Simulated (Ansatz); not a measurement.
Input and command of a calculation in Ansatz (plane waves; scalar-relativistic PAW potentials unless the input names others):

```yaml
crystal:
  lattice:
    - [2.035055, 2.033338, 4.137869]
    - [-2.036269, -2.035293, 4.139453]
    - [6.110723, -4.073159, 2.069397]
  atoms:
    - { symbol: "N", position: [0.9523791902, 0.7463478275, 0.595794176] }
    - { symbol: "N", position: [0.8577015232, 0.2567814996, 0.7997442236] }
    - { symbol: "N", position: [0.3410738938, 0.7406158029, 0.7996633322] }
    - { symbol: "N", position: [0.7496831926, 0.7486165484, 0.9991368799] }
    - { symbol: "N", position: [0.1582782201, 0.7566748295, 0.1986067766] }
    - { symbol: "N", position: [0.0491131758, 0.2465087141, 0.4025157173] }
    - { symbol: "N", position: [0.5469377456, 0.7509390286, 0.4024775223] }
    - { symbol: "N", position: [0.4502157346, 0.2508165833, 0.595793215] }
    - { symbol: "N", position: [0.2496811892, 0.2486387894, 0.9991342441] }
    - { symbol: "N", position: [0.6416565624, 0.2405131659, 0.1985329561] }
    - { symbol: Al, position: [0.198585869, 0.9986912324, 0.6012820699] }
    - { symbol: Al, position: [0.103466639, 0.4986234001, 0.7915628082] }
    - { symbol: Al, position: [0.9993146533, 0.9987086749, 0.9998808834] }
    - { symbol: Al, position: [0.3959638906, 0.9985956228, 0.2067238876] }
    - { symbol: Al, position: [0.300698412, 0.4985896356, 0.3970044137] }
    - { symbol: Al, position: [0.7986650962, 0.9986998542, 0.4011747674] }
    - { symbol: Al, position: [0.7006720562, 0.4986006121, 0.5971491057] }
    - { symbol: Al, position: [0.500068645, 0.4985281642, 0.9984258702] }
    - { symbol: V, position: [0.5928180878, 0.9984412024, 0.8131032397] }
    - { symbol: V, position: [0.9065141881, 0.4988307196, 0.1851938555] }
basis:
  ecutwfc: 420
kpoints:
  mp_grid: { grid: [8, 7, 5] }
hamiltonian:
  xc: pbe
scf:
  occupations: { method: cold, width: 0.15 }
output:
  forces: true
  eigenvalues: true
  stress: true
```

```bash
ansatz run input.yaml --threads 4 --pin off --max-ram 9216MiB --backend cpu --events-out ev --progress --plain --runs-dir out
```

Abridged log:
```
Pseudopotentials: kind: paw
Pseudopotential: N, paw, valence charge 5, recommended cutoff 420 eV (normal)
Pseudopotential: Al, paw, valence charge 3, recommended cutoff 420 eV (normal)
Pseudopotential: V, paw, valence charge 13, recommended cutoff 420 eV (normal)
Functional definition: PBE
Crystal: 20 atoms, lattice volume = 171.525 Å³
Basis set: ecut = 420 eV, 3349 PW (Γ), exchange–correlation on 72×72×108 points (8 copies of the dense FFT grid, shifted against one another)
Bands: 70, of which v1, the nominal top of the filled ones, is band 50 counted from 1 (49 counted from 0)
Symmetry: 1 space group operations
Space group: P1 (ITA 1), of the structure as read, at distance tolerance 5.6e-5 Å
k-points: 141 of 280 (time reversal used)
Initial density: superposition of atomic densities (neutral atoms: chi_scale 0, normalization atom), corrected by the library's trained network
Initial wavefunctions: pseudopotential atomic-orbital guess
Functional: x = pbe(κ = 0.804, μ = 0.21951497), c = pbe(β = 0.06672455)
SCF iter   1: F=—  HF=-13985.720807 eV  |F-HF|=—  |Δ(HF+E_count)|=         —  Δρ=5.29e-3  dr2=3.93e-2  ethr=1.77e-3  ⟨swp⟩=11.0  Hψ=51891  notcnv=0  defer=407
SCF iter   2: F=—  HF=-13985.716783 eV  |F-HF|=—  |Δ(HF+E_count)|=   4.02e-3  S|Δr|=    0.00e0  Δρ=2.44e-3  dr2=1.15e-2  ethr=3.93e-5  ⟨swp⟩=1.2  Hψ=11452  notcnv=0  defer=408
SCF iter   3: F=—  HF=-13985.715821 eV  |F-HF|=—  |Δ(HF+E_count)|=   9.63e-4  S|Δr|=    0.00e0  Δρ=5.64e-4  dr2=1.63e-3  ethr=1.15e-5  ⟨swp⟩=2.5  Hψ=14206  notcnv=0  defer=408
SCF iter   4: F=—  HF=-13985.715539 eV  |F-HF|=—  |Δ(HF+E_count)|=   2.81e-4  S|Δr|=    0.00e0  Δρ=2.50e-4  dr2=3.17e-4  ethr=1.63e-6  ⟨swp⟩=3.0  Hψ=12700  notcnv=0  defer=408
SCF iter   5: F=—  HF=-13985.715476 eV  |F-HF|=—  |Δ(HF+E_count)|=   6.27e-5  S|Δr|=    0.00e0  Δρ=1.06e-4  dr2=7.82e-5  ethr=3.17e-7  ⟨swp⟩=2.6  Hψ=12470  notcnv=0  defer=408
SCF iter   6: F=—  HF=-13985.715371 eV  |F-HF|=—  |Δ(HF+E_count)|=   1.06e-4  S|Δr|=    0.00e0  Δρ=4.34e-5  dr2=7.69e-6  ethr=7.82e-8  ⟨swp⟩=2.0  Hψ=10981  notcnv=0  defer=408
SCF iter   7: F=—  HF=-13985.715369 eV  |F-HF|=—  |Δ(HF+E_count)|=   1.70e-6  S|Δr|=    0.00e0  Δρ=1.86e-5  dr2=9.04e-7  ethr=7.69e-9  ⟨swp⟩=2.1  Hψ=11853  notcnv=0  defer=408
SCF iter   8: F=-13985.715369 eV  HF=-13985.715369 eV  |F-HF|=3.15e-8  |Δ(HF+E_count)|=   2.74e-7  S|Δr|=    0.00e0  Δρ=4.80e-6  dr2=4.70e-8  ethr=1.00e-10  ⟨swp⟩=12.9  Hψ=51925  notcnv=0
SCF 1 converged in 8 iterations: F = -13985.715369 eV  dr2 = 4.70e-8
SCF converged after 8 iterations
Stability not checked: this state was not tested for a lower state beside it, because cold or Methfessel-Paxton smearing, or corrected tetrahedra, fill the levels in a way that the test cannot read (fill_not_monotonic; see scf.lower_state_search)
Free energy (F): -13985.715369 eV
Harris-Foulkes:  -13985.715369 eV  (|F-HF|=3.15e-8)
Internal energy: -13985.710126 eV  (E = F + TS)
E sigma→0 (E₀):  -13985.713621 eV
Entropy (-TS):   -0.005243 eV (-0.262 meV/atom)
Fermi energy:    13.777449 eV
--- Forces (eV/Å), atoms counted from 1 ---
  atom   1  N     -0.02134276     0.06013712     0.01824773
  atom   2  N      0.03127992    -0.03327477    -0.08149329
  atom   3  N      0.04138068    -0.03227945     0.07045188
  atom   4  N     -0.00033994    -0.00093311     0.00108935
  atom   5  N     -0.03984918     0.03111792    -0.07054653
  atom   6  N      0.05918481    -0.01860363     0.00003718
  atom   7  N      0.02344467    -0.06094762    -0.01642554
  atom   8  N     -0.05950790     0.02248670    -0.00207830
  atom   9  N      0.00163319    -0.00134860     0.00003003
  atom  10  N     -0.02869719     0.03282159     0.07950581
  atom  11  Al    -0.04217818     0.04561293    -0.00012426
  atom  12  Al     0.03502772    -0.03303628     0.00303282
  atom  13  Al     0.00086237     0.00577001     0.00037449
  atom  14  Al    -0.03826386     0.02965757    -0.00406384
  atom  15  Al     0.04371120    -0.04466154     0.00221678
  atom  16  Al     0.03676699    -0.03365936    -0.00049404
  atom  17  Al    -0.03970426     0.03431703    -0.00036655
  atom  18  Al    -0.00361980    -0.00547286    -0.00036124
  atom  19  V      0.06103846    -0.07435569     0.00190718
  atom  20  V     -0.06082480     0.07665154    -0.00093965
--- Stress (GPa, compression-positive) ---
        0.093749       0.124384       0.002781
        0.124384       0.273963       0.033885
        0.002782       0.033885      -0.579008
  P = ⅓ Tr σ = -0.0704 GPa (-0.704 kbar)
```

Apart from outputs and empty bands, the input differs from a reference run on usual settings in scf.occupations.method: "gaussian" → "cold"; scf.occupations.width: 0.1 → 0.15. The reference, at the same geometry (not necessarily relaxed), gave pressure -0.04 GPa, largest force 0.098 eV/Å, no gap on the mesh. This run converged in 8 SCF iterations (reference: 8) with an energy at zero smearing 0.16 meV/atom above the reference's, pressure -0.07 GPa, largest force 0.098 eV/Å, no gap on the mesh.

Time: 73 s on 4 threads of Intel(R) Xeon(R) Processor @ 2.50GHz (Skylake/Cascade Lake), on a shared host, peak memory 1.5 GiB.